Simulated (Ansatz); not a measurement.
The start is a relaxed TiNi cell, doubled along one cell vector, shaken by Gaussian noise of σ = 0.08 Å a coordinate. Cell shape, volume and atoms are optimised at zero target pressure with PBEsol (plane waves to 420 eV, PAW, scalar-relativistic; Ansatz, a quantum-chemistry and plane-wave program). The first steps use a coarse 9×9×4 k-mesh.

The start:
```
CELL_PARAMETERS angstrom
      4.16099     0.00000     0.00000
     -2.08050     3.60353     0.00000
      0.00000     0.00000     8.64144
ATOMIC_POSITIONS crystal
  Ni 0.02365 0.98016 0.36804
  Ni 0.98141 0.01392 0.85939
  Ni 0.01487 0.98398 0.13660
  Ni 0.95535 0.96422 0.61374
  Ti 0.33993 0.69854 0.00755
  Ti 0.35080 0.66106 0.50116
  Ti 0.67530 0.37133 0.98956
  Ti 0.64500 0.33301 0.50490
```

**Question.** How much energy is released per atom?

**Answer.** About 1.2 eV/atom.

**Question.** How does the volume per atom move from start to end?

**Answer.** -17.9 %, from 16.20 to 13.29 Å³/atom.

**Question.** Is the parent structure recovered?

**Answer.** It does not go back: it reaches Cmcm (No. 63), 1.11 eV/atom below the parent.

**Question.** How do the shortest distances between atoms change?

**Answer.** The closest pairs of elements (up to four, under 3.6 Å), start → end: Ni–Ni 2.00 → 2.53 Å; Ti–Ti 2.24 → 2.89 Å; Ni–Ti 2.39 → 2.51 Å.

**Question.** What band gap does the relaxed structure have at this level?

**Answer.** No gap (metallic).

**Question.** Write out the relaxed structure.

**Answer.** 
Space group Cmcm (No. 63); a = 2.886 Å, b = 9.290 Å, c = 3.965 Å, α = β = γ = 90.00°

```
atom  site  symmetry       x       y       z
----  ----  --------  ------  ------  ------
Ni      4c       m2m  0.0000  0.0851  0.7500
Ti      4c       m2m  0.0000  0.6432  0.2500
```
(The calculation used a cell of 4 atoms; values per cell refer to that cell.)

Final values are on a 17×12×10 k-mesh of the relaxed cell. The start holds a very short contact (Ni–Ni 2.00 Å). No spin polarisation in the result. A magnetic state may lie lower.

The relaxed structure here is a generated cell of TiNi: the first start was made by a random draw of sites in a space group, and the end was not matched to a known phase here, so it may be hypothetical. Known forms of TiNi include space group No. 221.
